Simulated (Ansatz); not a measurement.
Given:

Be2C:
```yaml
crystal:
  lattice:
    - [0.00000, 2.15536, 2.15536]
    - [2.15536, 0.00000, 2.15536]
    - [2.15536, 2.15536, 0.00000]
  atoms:
    - { symbol: Be, position: [0.75000, 0.75000, 0.75000] }
    - { symbol: Be, position: [0.25000, 0.25000, 0.25000] }
    - { symbol: C, position: [0.00000, 0.00000, 0.00000] }
```

This is the PBEsol-relaxed structure.

Question: All from DFT-PBEsol in the program Ansatz with PAW potentials, unless another level is named. Give the Debye temperature from the elastic constants.

Answer: 1680 K.

Question: And the elastic constants (relaxed ions, GPa)?

Answer: C11 = 581, C12 = 18.4, C44 = 211.

Space group Fm-3m (fluorite or antifluorite type). Symmetry was held in the PBEsol relaxation.

Potentials: the later of the program's two PAW sets.
